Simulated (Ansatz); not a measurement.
# Two states of FeCO$_{3}$

```
Fe C O
1.0
     2.28053    1.31667    4.62235
    -2.28053    1.31667    4.62235
     0.00000   -2.63332    4.62235
Fe C O
2 2 6
Cartesian
  0.0000 0.0000 0.0000
  0.0000 0.0000 6.9335
  0.0000 0.0000 3.4668
  0.0000 0.0000 10.4003
  -1.0057 1.3167 8.0891
  -0.6374 -1.5293 8.0891
  1.6431 0.2126 8.0891
  1.0057 -1.3167 5.7779
  0.6374 1.5293 5.7779
  -1.6431 -0.2126 5.7779
```

The numbers come from plane-wave PAW DFT (Ansatz): PBEsol, with U_eff = 6.59 eV on Fe d (all-electron-ortho-atomic projectors), 420 eV, 5×5×5 Γ-centred k points, tetrahedron occupations. Nothing was relaxed.

State A: Fe1 up, Fe2 up (collinear spin). State B: Fe1 down, Fe2 up (collinear spin).

**Question.** Compare the two self-consistent states.

**Answer.** State B is lower by 2.5 meV an atom at zero smearing.

| state | free energy (meV/atom) | largest moment in a small sphere (μB) | net moment (μB/cell) | gap on mesh (eV) | pressure (GPa) | largest force (eV/Å) |
| --- | --- | --- | --- | --- | --- | --- |
| A | 2.5 | 3.40 | 8.00 | 3.39 | 28.2 | 0.40 |
| B | 0.0 | 3.39 | 0.00 | 3.79 | 27.9 | 0.38 |

Origin: a database entry at a rescaled volume. Caveats: empty levels are not fully converged; an odd or shifted mesh can miss the band edges, so this level's true gap may be smaller; atoms or cell far from equilibrium; gaps of Fe, Co and Ni magnets come out low on these datasets; forces and stress under tetrahedra may miss the slope of the energy; the state breaks the symmetry of the cell.
